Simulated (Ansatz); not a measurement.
CdS: what the electron mass says about interband coupling

These are results of DFT r2SCAN, scalar-relativistic, plane waves, PAW (Ansatz 0.2.0), not measurements.

Plane waves to 500 eV, a k mesh through Γ of 6×6×4 on the computed 4-atom cell and Gaussian smearing (0.02 eV); no spin polarisation.

Relaxed cell: P6_3mc, a = 4.164 Å, b = 4.164 Å, c = 6.765 Å, α = 90.00°, β = 90.00°, γ = 120.00°, 4 atoms in the primitive cell.

The direct gap at Γ is 1.633 eV, and at Γ the conduction band has a mass of 0.1610 mₑ and the lightest hole 0.1608 mₑ, both along y.

Task: Use two-band k·p theory to get the Kane energy. As an exercise, what mass follows if the true gap is 1.5 times the computed one (semilocal functionals can miss by more, threefold or worse in zinc and cadmium oxides)?

Result: Coupling to the valence top alone gives mₑ/m* = 1 + E_P/E_g, so E_P = E_g (mₑ/m* − 1) = 1.633 × (6.21 − 1) = 8.5 eV. The light hole is the mirror band, mₑ/mₗₕ = E_P/E_g − 1, and gives 11.8 eV; the spread shows what other bands add. Fits to experiment give about 15 to 31 eV for common tetrahedral semiconductors; the figure from the electron is a net one, lowered by higher conduction bands, and semilocal functionals tend to give less. With E_P fixed and E_g = 2.45 eV the mass becomes 0.224 mₑ: in this model the mass grows with the gap, in proportion where E_P ≫ E_g, which is why functionals that close gaps give light electrons. A correction that opens the gap also strengthens the coupling, so the true mass usually rises less. Remote bands and spin-orbit splitting are left out of the model.

Cost: 3 runs of about 4.5 core-minutes in all, on Intel Xeon Processor @ 2.50GHz (Skylake/Cascade Lake) (shared hosts).